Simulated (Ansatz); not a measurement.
Starting cell, CoSi₂ (fluorite type, space group Fm-3m):

```
CELL_PARAMETERS angstrom
      0.00000     5.35966     5.35966
      2.67983     0.00000     2.67983
      2.67983     2.67983     0.00000
ATOMIC_POSITIONS crystal
  Co 0.00000 0.00000 0.00000
  Co 0.50000 0.00000 0.00000
  Si 0.12500 0.25000 0.25000
  Si 0.62500 0.25000 0.25000
  Si 0.37500 0.75000 0.75000
  Si 0.87500 0.75000 0.75000
```

In this cell atom 5 (Si, nearest neighbour Co at 2.321 Å; its periodic images, 3.8 Å or more away, move with it) is moved by s along Cartesian [110], unit vector (0.707, 0.707, 0.000); all other atoms and the cell stay fixed.

Calculation: PBE (plane waves to 420 eV, PAW, scalar-relativistic; Ansatz, a program for electronic structure). k mesh 6×12×12 (Γ-centred), Fermi-Dirac smearing 0.05 eV. E stands for the smeared free energy. With partly filled bands, energies and forces of such displacements shift with the k mesh and the smearing. CoSi2 is run without spin polarisation. CoSi2 was relaxed with its symmetry unable to fall. ΔE is measured from the undisplaced structure.

```csv
s (Å),ΔE (meV/cell)
-0.460,1063
-0.368,___
-0.276,356
-0.184,155
-0.092,___
0.000,0
0.092,___
0.184,155
0.276,356
0.368,___
0.460,1063
```

Q: Some entries are withheld; supply them.

A: 
- -0.368, ΔE (meV/cell): 654
- -0.092, ΔE (meV/cell): 38
- 0.092, ΔE (meV/cell): 38
- 0.368, ΔE (meV/cell): 654

(A displaced cell: forces are minus the slopes of the energy, force constants its curvatures, and phonons follow from these.)
